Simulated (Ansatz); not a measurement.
Method: DFT PBE, scalar-relativistic, plane waves, PAW (Ansatz). Settings: cutoff 420 eV, Γ-centred meshes spaced at most about 0.3 Å⁻¹, and about 0.25 Å⁻¹ or finer for metals (2π included), Gaussian smearing. No spin polarisation in the final relaxations.

All energies are static (0 K, no zero-point motion).

Two relaxed structures of Ti2SiSe2:

A.

```
Ti Si Se
1.0
    -2.38438    2.38438    4.18039
     2.38438   -2.38438    4.18039
     2.38438    2.38438   -4.18039
Ti Si Se
2 1 2
Direct
  0.75000 0.25000 0.50000
  0.25000 0.75000 0.50000
  0.00000 0.00000 0.00000
  0.65782 0.65782 0.00000
  0.34218 0.34218 0.00000
```

B.

```
Ti Si Se
1.0
     7.36383    0.00000    0.00000
     0.00000    7.36383    0.00000
     0.00000    0.00000    3.16600
Ti Si Se
4 2 4
Direct
  0.84523 0.34523 0.50000
  0.65477 0.84523 0.50000
  0.34523 0.15477 0.50000
  0.15477 0.65477 0.50000
  0.00000 0.00000 0.00000
  0.50000 0.50000 0.00000
  0.14107 0.35893 0.00000
  0.35893 0.85893 0.00000
  0.64107 0.14107 0.00000
  0.85893 0.64107 0.00000
```

Task: Which form is favoured at zero pressure, and by what margin per atom?

Result: B is lower, by 13 meV/atom. A has space group I4/mmm (No. 139), 19.0 Å³/atom and no gap on its mesh; B has space group P4/mbm (No. 127), 17.2 Å³/atom and no gap. Counting Se or Si atoms around Ti (for each partner element, those within 1.25 times its shortest distance or 1.15 times the sum of covalent radii, where it is the nearest in units of that sum or under 1.3; a plus sign parts groups by distance over the sum of covalent radii), A has Ti 4+4 and B has Ti 6+4. A holds Se–Se pairs (shortest 2.64 Å); in B the shortest Se–Se distance is 2.94 Å, near bonding range too. The denser one is the lower, and pressure would at first widen the difference. In A, Ti is surrounded by 4 Se at 2.51 Å and 4 Si at 3.17 Å; around Si lie 2 Se at 2.86 Å and 8 Ti at 3.17 Å; around Se lie 4 Ti at 2.51 Å, 1 Se at 2.64 Å and 1 Si at 2.86 Å. In B, around Ti lie 6 Se at 2.65–2.69 Å, 3 Ti at 3.17–3.22 Å and 4 Si at 3.20 Å; Si has 4 Se at 2.84 Å, 2 Si at 3.17 Å and 8 Ti at 3.20 Å; Se is surrounded by 6 Ti at 2.65–2.69 Å, 2 Si at 2.84 Å, 1 Se at 2.94 Å and 2 Se at 3.17 Å. Both come from invented guesses.

For metals, differences of a few meV/atom aren't resolved. Cells relaxed within their symmetry can be saddle points.
